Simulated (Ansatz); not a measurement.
MgScAlO4:
```yaml
crystal:
  lattice:
    - [1.61983, 0.93521, 8.27477]
    - [-1.61983, 0.93521, 8.27477]
    - [0.00000, -1.87042, 8.27477]
  atoms:
    - { symbol: Mg, position: [0.21738, 0.21738, 0.21738] }
    - { symbol: Sc, position: [0.00466, 0.00466, 0.00466] }
    - { symbol: Al, position: [0.78662, 0.78662, 0.78662] }
    - { symbol: O, position: [0.12059, 0.12059, 0.12059] }
    - { symbol: O, position: [0.86190, 0.86190, 0.86190] }
    - { symbol: O, position: [0.29714, 0.29714, 0.29714] }
    - { symbol: O, position: [0.71200, 0.71200, 0.71200] }
```

Relaxed with PBEsol. Special points in fractions of this cell's reciprocal vectors: Γ (0.000, 0.000, 0.000); T (0.500, 0.500, 0.500); H2 (0.825, 0.175, 0.500); H0 (0.500, -0.175, 0.175); L (0.500, 0.000, 0.000); S0 (0.338, -0.338, 0.000); S2 (0.662, 0.000, 0.338); F (0.500, 0.000, 0.500).

Task: List the band energies nearest the valence-band maximum at these points for DFT-PBEsol in the program Ansatz with PAW potentials.

Result: In eV from the valence-band maximum; about four levels below and three above (degenerate sets whole), none deeper than 8.9 eV; points with the same levels are listed once.

```csv
k,below,above
Γ,-0.95 -0.95 -0.26 -0.26 -0.04,4.26 4.97 4.97
T,-0.93 -0.93 -0.66 -0.27 -0.27,4.78 4.97 4.97
H2,-1.48 -1.31 -0.91 -0.07,5.08 5.66 5.72
L,-1.30 -1.10 -0.73 -0.28,4.56 5.66 6.10
S0,-1.57 -1.30 -0.91 -0.07,5.08 5.67 5.71
F,-1.01 -0.97 -0.93 -0.50,4.56 5.71 6.11
```

Space group R3m. The first step of the workflow began from a Materials Project structure, measured or hypothetical; the Crystallography Open Database copy checked does not list it. Whether it is the stable phase at ambient conditions was not checked. Symmetry was held in the PBEsol relaxation; its stability against distortions is not shown here. The run is not spin-polarised.

Potentials: the later of the program's two PAW sets.
